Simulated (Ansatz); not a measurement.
A 3-atom cell of HfO2 started from a crystallographic database, relaxed with r2SCAN: 7 runs in Ansatz, each a construction of maximally localised Wannier functions. Space group Fm-3m (No. 225), cubic; a = 5.058 Å in the conventional setting, 10.79 Å³ an atom. Hf has 8 O at 2.19 Å; O has 4 Hf at 2.19 Å. No spin polarisation and no zero-point or thermal motion.

```xyz
3
Lattice="0.0000 2.5292 2.5292 2.5292 0.0000 2.5292 2.5292 2.5292 0.0000" Properties=species:S:1:pos:R:3 pbc="T T T"
Hf    0.0000    0.0000    0.0000
O     1.2646    1.2646    1.2646
O     3.7938    3.7938    3.7938
```

Windows count from the top of the filled bands; a dash means that no such window was set (without an outer window there is no disentanglement). Rows marked drawn have settings drawn at random (some not listed).

| functional | SCF mesh | trial orbitals | functions | mesh | window (eV) | frozen (eV) | settings | Ω total (Å²) | Ω invariant (Å²) | largest spread (Å²) | least projectability | interpolation miss of the model's filled bands (eV, to the nearest computed level) |
| --- | --- | --- | --- | --- | --- | --- | --- | --- | --- | --- | --- | --- |
| PBE | 6×6×6 | O s, O p | 8 | 6×6×6 | – | – | chosen | 7.21 | 6.45 | 0.90 | 0.86 | 0.016 |
| PBE | 6×6×6 | O s, O p | 8 | 4×4×4 | – | – | chosen | 6.81 | 6.03 | 0.85 | 0.86 | 0.082 |
| PBE | 6×6×6 | O s, O p | 8 | 8×8×8 | – | – | chosen | 7.36 | 6.62 | 0.92 | 0.86 | 0.004 |
| r2SCAN | 6×6×6 | O s, O p | 8 | 6×6×6 | – | – | chosen | 6.99 | 6.24 | 0.87 | 0.87 | 0.013 |
| HSE06 | 6×6×6 | O s, O p | 8 | 6×6×6 | – | – | chosen | 6.88 | 6.13 | 0.86 | 0.88 | – |
| PBE | 6×6×6 | Hf d, O p (plain search) | 11 | 6×6×6 | -10.0 to +12.8 | -6.0 to +4.8 | drawn | 12.04 | 11.57 | 1.64 | 0.38 | 0.004 |

Problem. Estimate from these rows what the further settings give.
```tsv
functional	SCF mesh	trial orbitals	functions	mesh	window (eV)	frozen (eV)	settings
PBE	6×6×6	O p	6	6×6×6	–	–	chosen
```

Solution.
```
functional  SCF mesh  trial orbitals  functions   mesh  window (eV)  frozen (eV)  settings  Ω total (Å²)  Ω invariant (Å²)  largest spread (Å²)  least projectability  interpolation miss of the model's filled bands (eV, to the nearest computed level)
       PBE     6×6×6             O p          6  6×6×6            –            –    chosen          7.08              6.99                 1.18                  0.86                                                                               0.016
```

1 of the rows take their functions from a window without a frozen part or with a poor projection: such a subspace needn't follow the bands named, so its spread can't be set beside the others.

A dash in the last column means that the miss wasn't evaluated.

For O s, O p with PBE the spread goes 6.81 Å² (4×4×4), 7.21 Å² (6×6×6), 7.36 Å² (8×8×8): finite differences on a coarse mesh understate it.

The runs are scalar-relativistic, without spin-orbit coupling.
